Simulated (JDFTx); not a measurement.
Al(111) slab cut from bulk Al (space group Fm-3m, indices of the conventional cell, lattice of the Materials Project entry mp-134, not re-optimised): 4 atoms in 4 planes, a 1x1 cell of 7.06 Å² (|a| = 2.856, |b| = 2.856 Å), 7.0 Å between the outermost planes, cell height 23.0 Å, 8×8×1 k mesh, Fermi smearing 0.01 Ha, no spin polarisation.

The reference is PBE, GBRV ultrasoft potentials, plane waves to 20/100 Ha; code: a modified build of JDFTx. Unrelaxed; liquid: linear PCM (GLSSA13), water, 1 M KF. The reference uses 12 bands for 12 valence electrons; each other row changes one option in all its runs. U vs SHE = −μ/e − 4.44 V throughout (conventional absolute potential of the hydrogen electrode).

Options: reference (12 bands); 7 bands; 9 bands; 20 bands.

Task: Which options move the work function or U_pzc by more than 0.02 from the reference?

Result: 7 bands.

```csv
option,"F − F(reference), vacuum (meV/cell)",work function (eV),U_pzc (V),top band holds over 0.001 electrons
reference (12 bands),0.0,4.098,-0.624,no
7 bands,80.0,4.054,-0.672,yes
9 bands,0.5,4.097,-0.626,yes
20 bands,0.0,4.097,-0.624,no
```

A dash marks a run that didn't converge or wasn't made; the third decimal is shown to expose solver noise and isn't converged.
